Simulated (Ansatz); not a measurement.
# SrP: levels and charges under dearer methods

A database entry relaxed whole under r2SCAN at zero pressure (P-62m, No. 189):

```
Sr P
1.0
     8.07422    0.00000    0.00000
    -4.03711    6.99248    0.00000
     0.00000    0.00000    6.05724
Sr P
6 6
Direct
  0.30501 0.00000 0.00000
  0.69499 0.69499 0.00000
  0.00000 0.30501 0.00000
  0.64007 0.00000 0.50000
  0.35993 0.35993 0.50000
  0.00000 0.64007 0.50000
  0.33333 0.66667 0.19089
  0.33333 0.66667 0.80911
  0.66667 0.33333 0.19089
  0.66667 0.33333 0.80911
  0.00000 0.00000 0.31405
  0.00000 0.00000 0.68595
```

Its volume is 28.50 Å³ an atom, +1.3 % against the entry's 28.14, a cell as deposited in COD (1973).

Single points on this cell with plane-wave PAW DFT (Ansatz 0.2.0; r2SCAN 500 eV, hybrids 420 eV; fermi-dirac occupations of width 0.020 eV; no moments): r2SCAN on a 6×6×6 Γ-centred mesh; HSE06 on a 6×6×2 Γ-centred mesh; PBE0 on a 6×6×2 Γ-centred mesh.

**Question.** How do gap, pressure and charges move from level to level?

**Answer.** The runs give:

```csv
level,"gap (eV), or kind",pressure (GPa),Bader charge of Sr (e),Bader charge of P (e)
r2SCAN,0.75,0.0,+1.41,-1.41
HSE06,1.16,-0.2,+1.41,-1.41
PBE0,1.84,-0.3,+1.41,-1.41
```

Under r2SCAN the gap is 0.75 eV, over mesh and band path. HSE06 moves it by +0.41 eV and PBE0 by +1.09 eV; PBE0 keeps its exact exchange at long range, which widens the gap over HSE06's by 0.68 eV on their common mesh.

Caveats: the relaxation kept the start's symmetry; HSE06 is read on its mesh and at the zone's corners, PBE0 on its mesh alone; hybrid pressures are good to a few tenths of a GPa; pressure is positive in compression.
